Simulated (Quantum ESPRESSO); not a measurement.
```
Na3MoO3F3
1.0
    2.78347     1.60704     4.83540
   -2.78347     1.60704     4.83540
    0.00000    -3.21407     4.83540
O F Na Mo
3 3 3 1
Direct
  0.68868   0.90602   0.25466
  0.25466   0.68868   0.90602
  0.90602   0.25466   0.68868
  0.35979   0.12880   0.82407
  0.82407   0.35979   0.12880
  0.12880   0.82407   0.35979
  0.22602   0.22602   0.22602
  0.50992   0.50992   0.50992
  0.72763   0.72763   0.72763
  0.00022   0.00022   0.00022
```

The geometry is that of Materials Project entry mp-18753, symmetrised and not relaxed again.

Task: What does norm-conserving PBEsol (Quantum ESPRESSO, 88 Ry, scalar-relativistic) give for the electronic structure near the Fermi level?

Result: The PBEsol gap is indirect, 4.05 eV, from X to Z; the smallest direct gap is 4.24 eV. Another valence extremum on the path lies within 0.02 eV, too close to call. Spin-orbit splittings are left out.
